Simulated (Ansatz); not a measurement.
A: VN (rock salt), a = b = c = 4.117 Å, α = β = γ = 90.00°
B: Ni (fcc, Cu type), a = 3.518 Å, b = 3.518 Å, c = 3.518 Å, α = 90.00°, β = 90.00°, γ = 90.00°
C: CuI (zinc blende), a = b = c = 6.0793 Å, α = β = γ = 90.00°
D: TiC (rock salt), a = b = c = 4.3330 Å, α = β = γ = 90.00°

Scan: energy against volume (even scaling of the relaxed cell, symmetry kept). One method and one kind of scan serve all of them; meshes and ranges differ. All were relaxed with their symmetry unable to fall. CuI is run without spin polarisation. Relaxed Ni ends ferromagnetic. Spin-orbit coupling is left out. TiC is run without spin polarisation. VN is run without spin polarisation. The magnetic order is the one the run started from; other orders were not tried. (This holds for the magnetic or f-shell members.)

Question: Put the candidates in order of bulk modulus (fitted), highest first, for PBE (plane waves to 420 eV, PAW, scalar-relativistic; Ansatz, a first-principles code).

Answer: A (314 GPa), D (250 GPa), B (198 GPa), C (38.9 GPa)

(Under strain, the slope of the energy per volume gives the stress and its curvature an elastic modulus.)
